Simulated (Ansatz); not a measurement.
TiGeSb in space group P4/nmm (No. 129; Ti on 2c, Ge on 2a, Sb on 2c) under volume change, the program Ansatz at the r²SCAN level (PAW), shape and atoms relaxed at each volume.

```
V (Å³/atom)  E − E(relaxed) (meV/atom)  P (GPa)
-----------  -------------------------  -------
17.121                            60.5    12.47
17.685                            25.3     7.61
18.250                             6.0     3.49
18.814                             0.0     0.00
19.378                             5.3    -2.96
19.943                            20.3    -5.46
20.507                            43.4    -7.57
```

Q: What does a third-order Birch–Murnaghan fit give for V₀, B₀ and B′?

A: V₀ = 18.81 Å³/atom, B₀ = 107 GPa, B′ = 4.5.

The workflow started from an entry of the Crystallography Open Database (COD, 295 K). Its standing as an ambient phase is unchecked. Symmetry was held in the r²SCAN relaxation; its stability against distortions is not shown here. No spin polarisation was allowed. Spin–orbit coupling is left out wherever it is not named.

Potentials: the later of the program's two PAW sets.
